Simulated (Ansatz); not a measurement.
Geometry optimisation in Ansatz: input, command and trajectory.

```yaml
crystal:
  lattice:
    - [3.9645, -4.163, 0.0]
    - [3.9645, 4.163, 0.0]
    - [0.0, 0.0, 3.56]
  atoms:
    - { symbol: Os, position: [0.0, 0.0, 0.0], spin: 1.08 }
    - { symbol: Cl, position: [0.8106, 0.1894, 0.5] }
    - { symbol: Cl, position: [0.1894, 0.8106, 0.5] }
    - { symbol: Cl, position: [0.2852, 0.2852, 0.0], spin: 0.21 }
    - { symbol: Cl, position: [0.7148, 0.7148, 0.0], spin: 0.21 }
basis:
  ecutwfc: 420
kpoints:
  mp_grid: { grid: [6, 6, 10] }
hamiltonian:
  xc: pbesol
scf:
  occupations: { method: gaussian, width: 0.1 }
output:
  forces: true
  stress: true
  eigenvalues: true
  populations: true
magnetization:
  spin_polarized: true
relax:
  adjacent_minimum: "off"
  f_tol: 0.005
  max_steps: 80
  cell: { stress_tol: 0.05 }
```

```bash
ansatz run input.yaml --threads 1 --pin off --max-ram 2560MiB --backend cpu --events-out ev --progress --plain --runs-dir out
```

Method: DFT PBEsol, scalar-relativistic, plane waves, PAW in Ansatz.

Of 9 frames 9 are shown, positions in Å and forces in eV/Å; the SCF threshold varies from step to step. Steps run on the plane waves of an earlier cell, with a Pulay correction in the pressure. The basis is chosen afresh for the last frame, the zero of the energies, and at times for earlier ones too; energy and pressure can step there, also at an unchanged geometry. Where two frames share a geometry here, they differ by under 2 meV/atom and 0.3 GPa. The mark taken_back stands on steps that the optimiser undid.

```xyz
5
Lattice="3.9645 -4.1630 0.0000 3.9645 4.1630 0.0000 0.0000 0.0000 3.5600" Properties=species:S:1:pos:R:3:forces:R:3 pbc="T T T" step=1 free_energy_over_end_meV_per_atom=5.86 pressure_GPa=-0.83
Os    0.0000    0.0000    0.0000    0.0000    0.0000    0.0000
Cl    3.9645   -2.5861    1.7800    0.0000   -0.4285    0.0000
Cl    3.9645    2.5861    1.7800    0.0000    0.4285    0.0000
Cl    2.2614    0.0000    0.0000   -0.2057    0.0000    0.0000
Cl    5.6676    0.0000    0.0000    0.2057    0.0000    0.0000
5
Lattice="4.0301 -4.2403 0.0000 4.0301 4.2403 0.0000 0.0000 0.0000 3.6231" Properties=species:S:1:pos:R:3:forces:R:3 pbc="T T T" step=2 free_energy_over_end_meV_per_atom=2.60 pressure_GPa=0.52
Os    0.0000    0.0000    0.0000    0.0000    0.0000    0.0000
Cl    4.0301   -2.7345    1.8115    0.0000    0.2569    0.0000
Cl    4.0301    2.7345    1.8115    0.0000   -0.2569    0.0000
Cl    2.2473    0.0000    0.0000    0.1152    0.0000    0.0000
Cl    5.8130    0.0000    0.0000   -0.1152    0.0000    0.0000
5
Lattice="4.0351 -4.2459 0.0000 4.0351 4.2459 0.0000 0.0000 0.0000 3.5868" Properties=species:S:1:pos:R:3:forces:R:3 pbc="T T T" step=3 free_energy_over_end_meV_per_atom=0.53 pressure_GPa=0.07
Os    0.0000    0.0000    0.0000    0.0000    0.0000    0.0000
Cl    4.0351   -2.7090    1.7934    0.0000   -0.0058    0.0000
Cl    4.0351    2.7090    1.7934    0.0000    0.0058    0.0000
Cl    2.2524    0.0000    0.0000    0.0137    0.0000    0.0000
Cl    5.8177    0.0000    0.0000   -0.0137    0.0000    0.0000
5
Lattice="4.0520 -4.2782 0.0000 4.0520 4.2782 0.0000 0.0000 0.0000 3.5815" Properties=species:S:1:pos:R:3:forces:R:3 pbc="T T T" step=4 free_energy_over_end_meV_per_atom=0.30 pressure_GPa=0.05
Os    0.0000    0.0000    0.0000    0.0000    0.0000    0.0000
Cl    4.0520   -2.7394    1.7908    0.0000   -0.0026    0.0000
Cl    4.0520    2.7394    1.7908    0.0000    0.0026    0.0000
Cl    2.2533    0.0000    0.0000    0.0038    0.0000    0.0000
Cl    5.8507    0.0000    0.0000   -0.0038    0.0000    0.0000
5
Lattice="4.0689 -4.3251 0.0000 4.0689 4.3251 0.0000 0.0000 0.0000 3.5782" Properties=species:S:1:pos:R:3:forces:R:3 pbc="T T T" step=5 free_energy_over_end_meV_per_atom=0.19 pressure_GPa=0.02
Os    0.0000    0.0000    0.0000    0.0000    0.0000    0.0000
Cl    4.0689   -2.7853    1.7891    0.0000    0.0047    0.0000
Cl    4.0689    2.7853    1.7891    0.0000   -0.0047    0.0000
Cl    2.2541    0.0000    0.0000   -0.0040    0.0000    0.0000
Cl    5.8836    0.0000    0.0000    0.0040    0.0000    0.0000
5
Lattice="4.0558 -4.3455 0.0000 4.0558 4.3455 0.0000 0.0000 0.0000 3.5814" Properties=species:S:1:pos:R:3:forces:R:3 pbc="T T T" step=6 free_energy_over_end_meV_per_atom=0.25 pressure_GPa=0.07 taken_back
Os    0.0000    0.0000    0.0000    0.0000    0.0000    0.0000
Cl    4.0558   -2.8035    1.7907    0.0000   -0.0265    0.0000
Cl    4.0558    2.8035    1.7907    0.0000    0.0265    0.0000
Cl    2.2489    0.0000    0.0000    0.0766    0.0000    0.0000
Cl    5.8628    0.0000    0.0000   -0.0766    0.0000    0.0000
5
Lattice="4.0634 -4.3353 0.0000 4.0634 4.3353 0.0000 0.0000 0.0000 3.5786" Properties=species:S:1:pos:R:3:forces:R:3 pbc="T T T" step=7 free_energy_over_end_meV_per_atom=0.17 pressure_GPa=0.01
Os    0.0000    0.0000    0.0000    0.0000    0.0000    0.0000
Cl    4.0634   -2.7953    1.7893    0.0000    0.0016    0.0000
Cl    4.0634    2.7953    1.7893    0.0000   -0.0016    0.0000
Cl    2.2538    0.0000    0.0000   -0.0007    0.0000    0.0000
Cl    5.8730    0.0000    0.0000    0.0007    0.0000    0.0000
5
Lattice="4.0471 -4.3631 0.0000 4.0471 4.3631 0.0000 0.0000 0.0000 3.5789" Properties=species:S:1:pos:R:3:forces:R:3 pbc="T T T" step=8 free_energy_over_end_meV_per_atom=0.15 pressure_GPa=0.00
Os    0.0000    0.0000    0.0000    0.0000    0.0000    0.0000
Cl    4.0471   -2.8228    1.7894    0.0000   -0.0006    0.0000
Cl    4.0471    2.8228    1.7894    0.0000    0.0006    0.0000
Cl    2.2534    0.0000    0.0000    0.0041    0.0000    0.0000
Cl    5.8408    0.0000    0.0000   -0.0041    0.0000    0.0000
5
Lattice="4.0471 -4.3631 0.0000 4.0471 4.3631 0.0000 0.0000 0.0000 3.5789" Properties=species:S:1:pos:R:3:forces:R:3 pbc="T T T" step=9 free_energy_over_end_meV_per_atom=0.00 pressure_GPa=0.01
Os    0.0000    0.0000    0.0000    0.0000    0.0000    0.0000
Cl    4.0471   -2.8228    1.7894    0.0000   -0.0007    0.0000
Cl    4.0471    2.8228    1.7894    0.0000    0.0007    0.0000
Cl    2.2534    0.0000    0.0000    0.0040    0.0000    0.0000
Cl    5.8408    0.0000    0.0000   -0.0040    0.0000    0.0000
```

Time: 4.4 min on 1 thread of Intel(R) Xeon(R) Platinum 8259CL CPU @ 2.50GHz (Skylake/Cascade Lake), with other jobs on the host, peak memory 0.73 GiB.

Spin-orbit coupling is left out, which matters for the bands of heavy elements. The cell holds chains, and where no dispersion correction was added their binding is poorly described.